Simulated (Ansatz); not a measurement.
## Y$_{3}$Pb: pressure against volume

Y$_{3}$Pb, I4/mmm, a = 4.685 Å, c = 10.772 Å. The structure is a Materials Project entry; whether it is the stable form wasn't checked. Ansatz: r2SCAN, PAW, 500 eV, Γ-centred 12×12×12 mesh on 4 atoms, Gaussian smearing 0.10 eV; no spin polarisation. Shape and atoms are relaxed at each volume; pressure is positive in compression.

| V (Å³/atom) | P (GPa) |
| --- | --- |
| 27.777 | 3.42 |
| 28.663 | 1.58 |
| 29.550 | 0.01 |
| 30.436 | ? |
| 31.323 | -2.52 |

**Question.** Take V0 = 29.550 Å³/atom, count pressures from its P0 = 0.01 GPa, fit the third-order Birch–Murnaghan form to the other rows, and predict the missing pressure.

**Answer.** With the Eulerian strain f = ½[(V0/V)^(2/3) − 1] and y = (P − P0)/[3f(1 + 2f)^(5/2)], the form is the line y = B0 + 1.5 B0 (B0′ − 4) f. Rows (f, y): 0.02106, 48.7; 0.01026, 48.5; -0.01905, 48.8. Means f = 0.004090, y = 48.667; Σ(Δf)² = 0.0008615, ΣΔfΔy = -0.003548; the slope is their ratio. y = 48.68 − 4.118 f GPa, so B0 = 48.7 GPa and B0′ = 4 + 2 × (-4.118)/(3 × 48.68) = 3.94. At V = 30.436, f = -0.00975, y = 48.72 and P = -1.35 GPa. The run gave -1.34 GPa, so the fit is 0.01 GPa too low, a small miss on the scale of the series.

Spin–orbit coupling is left out, which can shift energies with elements as heavy as these.